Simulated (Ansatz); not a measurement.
Relaxed Se (trigonal-Se type, space group P3_121):

```xyz
6
Lattice="9.0114 0.0000 0.0000 -2.2528 3.9020 0.0000 0.0000 0.0000 4.9913" Properties=species:S:1:pos:R:3 pbc="T T T"
Se     0.9781     0.0000     4.1594
Se     5.4838     0.0000     4.1594
Se    -0.4891     0.8471     0.8319
Se     4.0166     0.8471     0.8319
Se     1.7638     3.0550     2.4956
Se     6.2695     3.0550     2.4956
```

In this cell atom 1 (Se, nearest neighbour Se at 2.375 Å; its periodic images, 4.5 Å or more away, move with it) is moved by s along Cartesian [110], unit vector (0.707, 0.707, 0.000); all other atoms and the cell stay fixed.

All values below come from r2SCAN (plane waves to 500 eV, PAW, scalar-relativistic; Ansatz, an electronic-structure program). k mesh 7×7×6 (Γ-centred), Fermi-Dirac smearing 0.05 eV. The energy includes the smearing's −TS. Compression counts positive. F∥ is the force on the atom along that direction. F⊥ is the part of the force across the line. Se was relaxed with its symmetry unable to fall. The zero of ΔE is the undisplaced structure.

```csv
s (Å),ΔE (meV/cell),F∥ (eV/Å),P (GPa),|F⊥| (eV/Å)
-0.710,1791,5.361,7.4,7.364
-0.568,1114,4.171,5.5,4.705
-0.426,606,2.998,3.8,2.750
-0.284,259,1.898,2.3,1.402
-0.142,62,0.894,1.1,0.531
0.000,0,0.000,0.0,0.000
0.142,56,-0.771,-0.8,0.311
0.284,213,-1.410,-1.5,0.498
0.426,450,-1.903,-1.9,0.628
0.568,746,-2.239,-2.2,0.740
0.710,1078,-2.411,-2.2,0.851
```

Derived quantities:

- Energy at s = 0.710 Å = 1078 meV/cell
- Force along the line at s = -0.710 Å = 5.36 eV/Å
- Symmetry of the curve = not even: the negative side lies higher at ±0.710 Å
- Shape of the curve = a single well with its minimum at or next to zero displacement
- Force constant k = d²E/ds² at s = 0 (finite differences) = 5.88 eV/Å²
- Harmonic estimate at the end of the scan = ½ks² = 1481 meV/cell against the computed 1078 meV/cell, so the well is softer than harmonic there

The 11 points together took roughly 40 core-minutes.

(A displaced cell: forces are minus the slopes of the energy, force constants its curvatures, and phonons follow from these.)
